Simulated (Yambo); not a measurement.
G0W0@PBEsol for TiZnO3 (space group R-3, No. 148) in Yambo. Reference settings: 2×2×2 Γ-centred k mesh, bands 11 to 185 and a 7 Ry block in the screening, 185 bands in G with the Bruneval-Gonze terminator, plasmon pole fitted at 27.2 eV. The PBEsol gap F → F on this mesh is 3.27 eV; G0W0 gaps are taken between the same points.

With and without the terminator, as bands are cut:

```json
[
 {"bands in G (in W)": "89 (185)", "gap, terminator (eV)": "5.129", "gap, none (eV)": "5.275", "valence shift, terminator (eV)": "-0.444", "valence shift, none (eV)": "0.174"},
 {"bands in G (in W)": "130 (185)", "gap, terminator (eV)": "5.149", "gap, none (eV)": "5.291", "valence shift, terminator (eV)": "-0.474", "valence shift, none (eV)": "-0.108"},
 {"bands in G (in W)": "185 (185)", "gap, terminator (eV)": "5.153", "gap, none (eV)": "5.260", "valence shift, terminator (eV)": "-0.479", "valence shift, none (eV)": "-0.259"}
]
```

Over this range the gap spans 0.024 eV with the terminator and 0.031 eV without, the valence shift 0.035 eV and 0.433 eV. Neither column has reached its limit for certain.

Geometry of the Materials Project entry, not relaxed at this level; primitive cell a = b = c = 5.551 Å, α = β = γ = 55.04°.

The structure is a Materials Project entry; no match was found in the copy of COD used, and its stability was not checked.

A shift is the quasiparticle energy of the state minus its PBEsol energy.
